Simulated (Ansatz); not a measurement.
LiCaF₃ (Pm-3m), one atom moved over a plane

These are results of Ansatz, DFT PBE, scalar-relativistic, plane waves, PAW, not measurements. Settings: plane waves to 420 eV, k-mesh 6×6×6 (Γ-centred), Gaussian smearing 0.05 eV. No spin polarisation. Energies are free energies at this smearing, counted from the undisturbed cell; pressure is positive in compression.

The starting cell (as given, not relaxed at this level; it stands at 0.0 GPa, and it needn't be the usual structure):

```
CELL_PARAMETERS angstrom
3.76124 0.00000 0.00000
0.00000 3.76124 0.00000
0.00000 0.00000 3.76124
ATOMIC_POSITIONS crystal
Li 0.50000 0.50000 0.50000
Ca 0.00000 0.00000 0.00000
F 0.00000 0.50000 0.50000
F 0.50000 0.50000 0.00000
F 0.50000 0.00000 0.50000
```

Atom 1 (Li) is moved by p along (0.707, 0.707, 0.000) and q along (0.000, 0.000, 1.000) (Å), all else fixed. Points are written (p, q).

Energy above the undisturbed cell in eV/cell (a dash: not computed):

```csv
p \ q,-0.200,-0.100,0.000,0.100,0.200
-0.200,0.24,0.15,0.12,0.15,0.24
-0.100,0.16,0.06,0.03,0.06,0.16
0.000,0.13,0.03,0.00,0.03,0.13
0.100,0.16,0.06,0.03,0.06,0.16
0.200,0.24,0.15,0.12,0.15,0.24
```

Pressure in GPa:

```csv
p \ q,-0.200,-0.100,0.000,0.100,0.200
-0.200,1.7,1.0,0.9,1.0,1.7
-0.100,1.1,0.4,0.2,0.4,1.1
0.000,0.9,0.2,0.0,0.2,0.9
0.100,1.1,0.4,0.2,0.4,1.1
0.200,1.7,1.0,0.9,1.0,1.7
```

Gap on the k-mesh in eV:

```csv
p \ q,-0.200,-0.100,0.000,0.100,0.200
-0.200,6.45,6.47,6.47,6.47,6.45
-0.100,6.45,6.48,6.48,6.48,6.45
0.000,6.45,6.48,6.49,6.48,6.45
0.100,6.45,6.48,6.48,6.48,6.45
0.200,6.45,6.47,6.47,6.47,6.45
```

Symmetry holds off the tilts and polar distortions that many cubic perovskites undergo.